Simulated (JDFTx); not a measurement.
| Item | Result |
|---|---|
| surface | Ru(0001) |
| bulk | Ru, P6_3/mmc, lattice of mp-33 (not re-optimised) |
| slab | 5 atoms in 5 planes, (1×1), 8.5 Å between the outermost planes |
| in-plane cell | 2.708 × 2.708 Å, 6.35 Å² |
| cell height | 27.5 Å |
| sampling | 10×10×1 k mesh, Fermi smearing 0.01 Ha, no spin polarisation |

Adsorbate: N on both faces at 1.00 monolayer, started bridge and relaxed in vacuum, keeping the symmetry of the start.

Computed with a modified build of JDFTx: PBE, GBRV ultrasoft potentials, plane waves to 20/100 Ha. The adsorption energy per N is [E(slab + 2 N) − E(slab)]/2 − (½ E(N2)), with the gas molecules relaxed at the same level and slab energies taken as (E + F)/2, the usual estimate of zero smearing. Energies are static: no zero-point or thermal terms. Both faces are alike, and the cell allows no reconstruction beyond its size.

Task: Predict the adsorption energy and the geometry, and the change of the work function.

Result: 0.36 eV. N sits 1.19 Å above the highest substrate atom, bound to 3 Ru at 1.96 Å. The work function goes from 5.00 to 7.06 eV. In linear PCM (GLSSA13), water, 1 M NaCl, at zero charge, the adsorption energy is 0.36 eV and the potential of zero charge moves from 0.27 to 2.41 V vs SHE (4.44 V convention).
